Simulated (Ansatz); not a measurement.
# Sr₅Ru₂N₆, one structure, two calculations

Cell: a computed structure from the Materials Project (it need not be an observed phase).

```cif
data_Sr5Ru2N6
_symmetry_space_group_name_H-M 'C2/c'
_symmetry_Int_Tables_number 15
_cell_length_a 10.5144
_cell_length_b 6.8980
_cell_length_c 13.2934
_cell_angle_alpha 90.000
_cell_angle_beta 102.585
_cell_angle_gamma 90.000
loop_
_atom_site_label
_atom_site_type_symbol
_atom_site_symmetry_multiplicity
_atom_site_Wyckoff_symbol
_atom_site_fract_x
_atom_site_fract_y
_atom_site_fract_z
Sr1 Sr 8 f 0.5634 0.2387 0.4986
Sr5 Sr 8 f 0.1589 0.8999 0.2177
Sr9 Sr 4 e 0.5000 0.8833 0.2500
Ru Ru 8 f 0.7690 0.1004 0.0584
N15 N 8 f 0.9447 0.0475 0.1240
N19 N 8 f 0.6475 0.0434 0.1424
N23 N 8 f 0.2918 0.9631 0.0794
```

One atom of each set is listed; the run and its k-mesh use a cell of 26 atoms with edges of 6.29, 6.29, 13.29 Å.

First run. Method: Kohn–Sham DFT in Ansatz, PBE, plane waves and PAW, scalar-relativistic, collinear spin, 420 eV cutoff, Γ-centred 6×6×3 k-points, Fermi–Dirac smearing 0.05 eV. Start moments as typed (μB): 2 on each Ru, none on the rest.

```tsv
site	V_zz (10²¹ V/m²)	η
Sr1	6.28	0.54
Sr5	7.82	0.46
Sr9	-4.79	0.44
Ru	-5.46	0.52
N15	-1.90	0.73
N19	-1.44	0.62
N23	3.45	0.38
```

Second run. The same atoms and settings, except that the functional is r2SCAN and the cutoff is 500 eV.

**Question.** What does the second run give?

**Answer.** 

```json
{"site": "Sr1", "V_zz": "6.61", "η": "0.60", "change of V_zz": "+0.33"}
{"site": "Sr5", "V_zz": "8.17", "η": "0.50", "change of V_zz": "+0.35"}
{"site": "Sr9", "V_zz": "-5.23", "η": "0.40", "change of V_zz": "-0.44"}
{"site": "Ru", "V_zz": "-6.31", "η": "0.85", "change of V_zz": "-0.85"}
{"site": "N15", "V_zz": "-2.29", "η": "0.65", "change of V_zz": "-0.39"}
{"site": "N19", "V_zz": "-1.78", "η": "0.63", "change of V_zz": "-0.34"}
{"site": "N23", "V_zz": "3.85", "η": "0.47", "change of V_zz": "+0.40"}
```

The largest change of V_zz is on Ru, from -5.46 to -6.31. In per cent, |V_zz| changes by +5 to +9 on Sr, +16 on Ru, +12 on N (all sites that start above 2). Where |V_zz| stays above 0.1, η moves most on Ru, from 0.52 to 0.85.

With no gap above 0.1 eV, as in a metal, the gradients converge slowly in k; expect changes of a tenth or more on a denser mesh. Without spin–orbit coupling (the program notes it for Ru and Sr) the gradients can shift somewhat, as the gap is small. With these PAW files V_zz is typically within 2 to 3 % of all-electron values, but misses above 10 % occur on Ru. Semilocal functionals make gaps too small and can close them, so the real compound need not be a metal. The start moments die out, and the run ends without spin.
For the first run: The largest force is 0.4 eV/Å, so the atoms aren't at the calculated equilibrium and relaxing them would move these values.
For the second run: The largest force is 0.6 eV/Å, so the atoms aren't at the calculated equilibrium and relaxing them would move these values. The program didn't check the stability of this electronic state in full, so a lower one may lie near.
